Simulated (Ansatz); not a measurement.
YB$_{6}$: do energies and stresses tell the same story?

Computed with DFT PBEsol, scalar-relativistic, plane waves, PAW in Ansatz.

Cutoff 420 eV; k points 10×10×10 on the computed 7-atom cell (Γ-centred); Gaussian smearing, width 0.10 eV; no spin polarisation.

Relaxed cell: Pm-3m, a = 4.075 Å, b = 4.075 Å, c = 4.075 Å, α = 90.00°, β = 90.00°, γ = 90.00°, 7 atoms in the primitive cell. Whether it is the stable form of this composition wasn't checked.

Energies at zero smearing and pressures from the stress tensor, at volumes with shape and atoms relaxed:
```csv
V (Å³/atom),E − E(first) (meV/atom),P (GPa)
8.510,0.00,28.44
8.800,-43.46,19.77
9.090,-72.28,12.25
9.380,-88.37,5.71
9.670,-93.42,0.01
9.960,-88.83,-4.96
10.250,-75.82,-9.29
10.637,-47.26,-14.22
```

Check P = −dE/dV between neighbouring volumes, and get the bulk modulus from the pressures alone.

With 1 eV/Å³ = 160.2 GPa:
| middle V (Å³/atom) | −ΔE/ΔV (GPa) | mean P (GPa) |
| --- | --- | --- |
| 8.655 | 24.002 | 24.106 |
| 8.945 | 15.915 | 16.011 |
| 9.235 | 8.890 | 8.977 |
| 9.525 | 2.786 | 2.857 |
| 9.815 | -2.535 | -2.476 |
| 10.105 | -7.183 | -7.125 |
| 10.444 | -11.832 | -11.753 |

The two differ by 0.10 GPa at most. The mean of two end pressures misses the average over a step by about ΔV² P″/12, up to 0.10 GPa here; with that taken off 0.01 GPa remains. Around V = 9.670 Å³/atom, the two neighbours give B = −V ΔP/ΔV = 9.670 × 10.66 / 0.580 = 177.7 GPa, against B0 = 177.1 GPa from the Birch–Murnaghan fit of the energies.